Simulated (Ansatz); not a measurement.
Consider the following.

Relaxed BaTiO3 (space group Amm2):

```xyz
5
Lattice="3.9231 0.0000 0.0000 0.0000 2.7941 2.7992 0.0000 -2.7941 2.7992" Properties=species:S:1:pos:R:3 pbc="T T T"
Ba     0.0000     0.0000     0.0098
Ti     1.9615     0.0000     2.8663
O      1.9615     1.3811     4.1324
O      1.9615    -1.3811     4.1324
O      0.0000     0.0000     2.7422
```

The atoms are displaced by Q × the pattern below (from a DFPT mode at Γ, largest move 1; Q in Å), at fixed cell.

```
atom       x      y      z
----  ------  -----  -----
Ba1    0.020  0.000  0.000
Ti2    0.724  0.000  0.000
O3    -0.667  0.000  0.000
O4    -0.667  0.000  0.000
O5    -1.000  0.000  0.000
```

Level of theory: LDA (plane waves to 420 eV, PAW, scalar-relativistic; Ansatz, a first-principles code). k mesh 9×8×8 (Γ-centred), fixed occupations. BaTiO3 is run without spin polarisation. BaTiO3 was relaxed with its symmetry unable to fall. This is one of several known forms of BaTiO3; the measured ambient cells at hand have space group No. 99. ΔE is measured from the undisplaced structure.

The scan covers Q from -0.066 to 0.066 Å in 13 points.

**Question.** Is the energy the same for equal positive and negative displacements?

**Answer.** Even: the same for both signs.

**Question.** Which space group does the distorted structure have?

**Answer.** Cm (No. 8), lowered from Amm2.

**Question.** What is the energy change at Q = 0.066 Å?

**Answer.** 4.8 meV/cell.

(For displaced atoms, the force is minus the slope of the energy, and its curvature is a force constant, which sets phonon frequencies.)
